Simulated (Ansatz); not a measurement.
Computed with Ansatz 0.2.0, DFT PBE, scalar-relativistic, plane waves, PAW. Settings: cutoff 420 eV, Γ-centred meshes spaced at most about 0.3 Å⁻¹, and about 0.25 Å⁻¹ or finer for metals (2π included), Gaussian smearing. No spin polarisation in the final relaxations.

All energies are static (0 K, no zero-point motion).

Compare these two cells of ZnSe₃, each relaxed at this level.

A.

```xyz
4
Lattice="0.0000 3.4069 3.4069 3.4069 0.0000 3.4069 3.4069 3.4069 0.0000" Properties=species:S:1:pos:R:3 pbc="T T T"
Zn    3.4069    3.4069    3.4069
Se    0.0000    0.0000    0.0000
Se    1.7034    1.7034    1.7034
Se    5.1103    5.1103    5.1103
```

B.

```xyz
8
Lattice="7.6690 0.0000 0.0000 -3.8345 6.6415 0.0000 0.0000 0.0000 4.1154" Properties=species:S:1:pos:R:3 pbc="T T T"
Zn    0.0000    4.4277    3.0866
Zn    3.8345    2.2138    1.0289
Se    3.8345    4.6267    1.0289
Se    1.7449    1.0074    1.0289
Se    5.9241    1.0074    1.0289
Se    0.0000    2.0148    3.0866
Se    2.0896    5.6341    3.0866
Se   -2.0896    5.6341    3.0866
```

Problem. Which form is favoured at zero pressure, and by what margin per atom?

Solution. B is lower, by 0.36 eV/atom. A has the BiF3 (D0_3) type, space group Fm-3m (No. 225), 19.8 Å³/atom and no gap on its mesh; B has space group P6_3/mmc (No. 194), 26.2 Å³/atom and no gap. Counting Se atoms around Zn (those within 1.25 times the shortest such distance or 1.15 times the sum of covalent radii; a plus sign parts nearer from farther groups; the shortest distance is added where it is long for a bond), A has Zn 8+6 from 3.0 Å and B has Zn 3. The lower one is the more open, so pressure narrows the difference. Even the lower one lies +0.06 eV/atom against the reference forms of the elements (uncorrected), so neither is stable at this level. Both come from invented guesses.

A magnetic state wasn't ruled out in cells without spin, among them Fm-3m. Cells relaxed within their symmetry can be saddle points.
